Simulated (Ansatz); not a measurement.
Recipe of this trial structure of Li₂H: ZrMo2 type (Fd-3m) distorted into a subgroup (R-3m, No. 166) (largest shift (Å) 0.38). Its size is a rough estimate.

```yaml
crystal:
  lattice:
    - [2.29159, 1.32305, 6.82583]
    - [-2.29159, 1.32305, 6.82583]
    - [0.00000, -2.64610, 6.82583]
  atoms:
    - { symbol: Li, position: [0.23895, 0.23895, 0.23895] }
    - { symbol: Li, position: [0.76105, 0.76105, 0.76105] }
    - { symbol: Li, position: [0.00000, 0.50000, 0.50000] }
    - { symbol: Li, position: [0.50000, 0.00000, 0.00000] }
    - { symbol: Li, position: [0.50000, 0.50000, 0.00000] }
    - { symbol: Li, position: [0.00000, 0.00000, 0.50000] }
    - { symbol: Li, position: [0.50000, 0.00000, 0.50000] }
    - { symbol: Li, position: [0.00000, 0.50000, 0.00000] }
    - { symbol: H, position: [0.42792, 0.42792, 0.42792] }
    - { symbol: H, position: [0.92006, 0.92006, 0.92006] }
    - { symbol: H, position: [0.57208, 0.57208, 0.57208] }
    - { symbol: H, position: [0.07994, 0.07994, 0.07994] }
```

Theory: DFT PBE, scalar-relativistic, plane waves, PAW (Ansatz 0.2.0). Cutoff 420 eV, Gaussian smearing, Γ-centred meshes. Cell and atoms relax first on a coarse mesh and then on a finer one. In between, the cell is made exact in the group found at 0.06 Å. In metals the finer mesh still leaves noise of several meV/atom or more. The steps can't lower the symmetry of their start. No spin polarisation.

A guess keeps its type if space group and coordination stay and the shape of the cell changes little (axis ratios within about 15 %, angles within 6°); the volume may change.

Q: Does it keep its structure type, or change into something else?

A: It doesn't keep its type. The symmetry goes from R-3m (No. 166) to Fd-3m (No. 227), and the primitive cell from 12 to 6 atoms. The end has the anti-beta-cristobalite type. The volume per atom grows by 109.5 %, from 10.3 to 21.7 Å³. The shortest distance goes from 1.99 Å (Li–Li) to 1.74 Å (Li–H). Counting neighbours within 15 % of an atom's shortest distance, the start has H 3/9, Li 3/4/8 and the end H 4, Li 2. In detail, at the end Li is surrounded by 2 H at 1.74 Å and 6 Li at 2.84 Å; H is surrounded by 4 Li at 1.74 Å.

```yaml
crystal:
  lattice:
    - [0.00000, 4.02116, 4.02116]
    - [4.02116, 0.00000, 4.02116]
    - [4.02116, 4.02116, 0.00000]
  atoms:
    - { symbol: Li, position: [0.12500, 0.12500, 0.62500] }
    - { symbol: Li, position: [0.12500, 0.12500, 0.12500] }
    - { symbol: Li, position: [0.62500, 0.12500, 0.12500] }
    - { symbol: Li, position: [0.12500, 0.62500, 0.12500] }
    - { symbol: H, position: [0.25000, 0.25000, 0.25000] }
    - { symbol: H, position: [0.00000, 0.00000, 0.00000] }
```

The last run used an 8×8×8 mesh for its 6-atom cell and Gaussian smearing of 0.10 eV. Symmetry constrained the relaxation, so the result can be a saddle point.

In counts of neighbours, a slash parts the counts of unlike sites.
